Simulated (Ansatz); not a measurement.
SbO2 (space group C2/c)

```
CELL_PARAMETERS angstrom
      5.97415    -2.41386     0.00000
      5.97415     2.41386     0.00000
     -1.41515     0.00000     5.14582
ATOMIC_POSITIONS crystal
  Sb 0.27698 0.72302 0.75000
  Sb 0.72302 0.27698 0.25000
  Sb 0.00000 0.50000 0.00000
  Sb 0.50000 0.00000 0.50000
  O  0.31908 0.49389 0.03168
  O  0.68092 0.50611 0.96832
  O  0.50611 0.68092 0.46832
  O  0.49389 0.31908 0.53168
  O  0.75340 0.87040 0.83429
  O  0.24660 0.12960 0.16571
  O  0.12960 0.24660 0.66571
  O  0.87040 0.75340 0.33429
```

The slice is a (001) plane (indices of the conventional cell) through the point (0.000, 0.500, 0.000) (fractional), spanned by u = [1 -1 0] and v = [110] in vectors of this cell: u (4.83 Å) and v (11.95 Å, at 90° to u). It covers one period; positions are fractions (u, v).

All values below come from LDA (plane waves to 420 eV, PAW, scalar-relativistic; Ansatz, a first-principles code). k mesh 6×6×5. Near the nuclei the fields are pseudised (PAW); where an atom keeps semicore shells as valence, they peak there. SbO2 was relaxed with its symmetry unable to fall. Spin-orbit coupling is left out, though Sb is heavy. This is one of several known forms of SbO2; the measured ambient cells at hand have space group No. 33.

Problem. Predict the map of the electron localisation function (ELF) on the slice.

Solution. 
| v \ u | 0.00 | 0.18 | 0.36 | 0.55 | 0.73 | 0.91 |
|---|---|---|---|---|---|---|
| 0.96 | 0.02 | 0.22 | 0.46 | 0.03 | 0.11 | 0.12 |
| 0.86 | 0.68 | 0.09 | 0.23 | 0.08 | 0.84 | 0.70 |
| 0.75 | 0.18 | 0.11 | 0.19 | 0.16 | 0.08 | 0.16 |
| 0.64 | 0.07 | 0.29 | 0.05 | 0.79 | x | 0.20 |
| 0.54 | 0.08 | 0.44 | 0.22 | 0.04 | 0.16 | 0.02 |
| 0.43 | 0.18 | 0.18 | 0.36 | 0.22 | 0.44 | 0.64 |
| 0.32 | 0.16 | 0.70 | x | 0.38 | 0.05 | 0.14 |
| 0.21 | 0.34 | 0.70 | 0.15 | 0.28 | 0.07 | 0.11 |
| 0.11 | 0.41 | 0.81 | 0.31 | 0.29 | 0.59 | 0.10 |
| 0.00 | x | 0.24 | 0.12 | 0.04 | 0.17 | 0.02 |

Values: electron localisation function (ELF). Points within 0.4 Å of a nucleus are blanked (x), as the pseudised field means little there.
